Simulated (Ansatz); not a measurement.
The start is a relaxed HfN cell, doubled along one cell vector, shaken by Gaussian noise of σ = 0.08 Å a coordinate. Cell shape, volume and atoms are optimised at zero target pressure with PBE (plane waves to 420 eV, PAW, scalar-relativistic; Ansatz, an electronic-structure program). First-step values are on the input's coarse k-mesh.

Ansatz input (later rounds restart from its end on a renewed k-mesh):
Ansatz 0.2 input:
```yaml
crystal:
  lattice:
    - [6.6430312238, 0, 0]
    - [0, 3.3215156119, 0]
    - [0, 0, 3.9915477205]
  atoms:
    - { symbol: Hf, position: [0.0053424941, -0.027099722, -0.0407053053] }
    - { symbol: Hf, position: [0.5080898993, 0.0209249822, -0.0087086134] }
    - { symbol: N, position: [0.0089422019, 0.0075683867, 0.4955687145] }
    - { symbol: N, position: [0.4944997383, -0.0080705268, 0.5147095984] }
basis: { ecutwfc: 420, ecutrho_ratio: 4, xc_grid: 2, fft_grid_basis: typed }
kpoints: { mp_grid: { grid: [4, 7, 6] } }
hamiltonian:
  xc: pbe
  dispersion: none
  pseudopotentials: { azcp: { folder: ./paw }, kind: paw }
scf: { occupations: { method: fermi_dirac, width: 0.05 } }
relax: { f_tol: 0.01, max_steps: 100, cell: { stress_tol: 0.02 } }
output: { forces: true, stress: true }
```

Problem. Which atoms feel the largest initial force, and how large is it?

Solution. About 3.2 eV/Å, on N3 (atoms numbered as listed).

Problem. By how much does the energy per atom fall from start to end?

Solution. 2.48 eV/atom.

Problem. How does the volume change?

Solution. -46.6 %, from 22.02 to 11.76 Å³/atom.

Problem. Does it find its way back to the structure it was made from?

Solution. It does not go back: it reaches Fm-3m (No. 225), rock salt type, 2.44 eV/atom below the parent.

Problem. How do the shortest distances between atoms change?

Solution. The closest pairs of elements (up to four, under 3.6 Å), start → end: Hf–N 1.85 → 2.27 Å; N–N 3.23 → 3.22 Å; Hf–Hf 3.31 → 3.22 Å.

Problem. Is the relaxed structure metallic? Give its gap.

Solution. Zero (metallic).

Problem. Write out the relaxed structure.

Solution. 
```cif
data_Hf4N4
_chemical_formula_sum 'Hf4 N4'
_space_group_name_H-M_alt 'Fm-3m'
_space_group_IT_number 225
_space_group_name_Hall '-F 4 2 3'
_cell_length_a 4.54793
_cell_length_b 4.54793
_cell_length_c 4.54793
_cell_angle_alpha 90.000
_cell_angle_beta 90.000
_cell_angle_gamma 90.000
loop_
_atom_site_label
_atom_site_type_symbol
_atom_site_symmetry_multiplicity
_atom_site_Wyckoff_symbol
_atom_site_fract_x
_atom_site_fract_y
_atom_site_fract_z
_atom_site_occupancy
Hf1 Hf 4 a 0.00000 0.00000 0.00000 1
N1 N 4 b 0.50000 0.50000 0.50000 1
```
(The calculation used a cell of 2 atoms; values per cell refer to that cell.)

Final values are on a 18×18×18 k-mesh of the relaxed cell. No spin polarisation in the result. The relaxed primitive cell holds an odd number of electrons. A magnetic state may lie lower.

Of the parent cell (P4/mmm (No. 123)): it is a generated cell of HfN: the first start was made by a random draw of sites in a space group, and the end was not matched to a known phase here, so it may be hypothetical. Known forms of HfN include space group No. 225.
